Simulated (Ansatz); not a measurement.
## PbO

Computed with Ansatz (plane waves, PAW, 500 eV cutoff): r²SCAN, scalar-relativistic, no spin polarisation, Γ-centred 6×6×4 mesh, 0.05 eV Gaussian smearing; PAW files: Ansatz's generated set soft_2.

```
Pb O
1.0
     3.98756    0.00000    0.00000
     0.00000    3.98756    0.00000
     0.00000    0.00000    5.34560
Pb O
2 2
Cartesian
  1.9938 0.0000 1.1880
  0.0000 1.9938 4.1576
  0.0000 0.0000 0.0000
  1.9938 1.9938 0.0000
```

The Crystallography Open Database holds a cell of this formula and space group, from which this one stands far in volume, proportions or bonds. The database's entry of this formula in the relaxed cell's space group, P4/nmm, has axes of 3.967 × 3.967 × 4.992 Å and 19.64 Å³/atom (1985), the relaxed one 3.988 × 3.988 × 5.346 Å and 21.25.

The cell above was scaled in volume, and shape and atoms were relaxed at each volume within its symmetry. Energies are counted from the cell above.

At this volume the pressure is -0.04 GPa.

| V (Å³/atom) | ΔE (meV/atom) | P (GPa) | gap on the mesh (eV) |
| --- | --- | --- | --- |
| 20.40 | 1.4 | 0.63 | 1.66 |
| 20.82 | 0.3 | 0.27 | 1.76 |
| 21.25 | 0.0 | -0.04 | 1.85 |
| 21.67 | 0.4 | -0.24 | 1.95 |
| 22.10 | 1.3 | -0.41 | 2.05 |
| 22.74 | 3.3 | -0.57 | 2.20 |

Task: Can a bulk modulus be trusted from these points?

Result: No. The energies are smooth (scatter 0.00 meV/atom), but the fit's B0′ of 11.7 is out of the usual range: the curve is too flat or too lopsided over this range, as for soft or weakly bound crystals, and a third-order form can't fix it.

Kohn–Sham gaps of semilocal functionals lie under measured ones, often by a third or more. Scalar-relativistic only: spin–orbit splittings of the heavy atoms' levels are missing. The structure is layered, and this functional has no dispersion term, so the layers' spacing is poorly fixed, often too long, and so is what hangs on it.
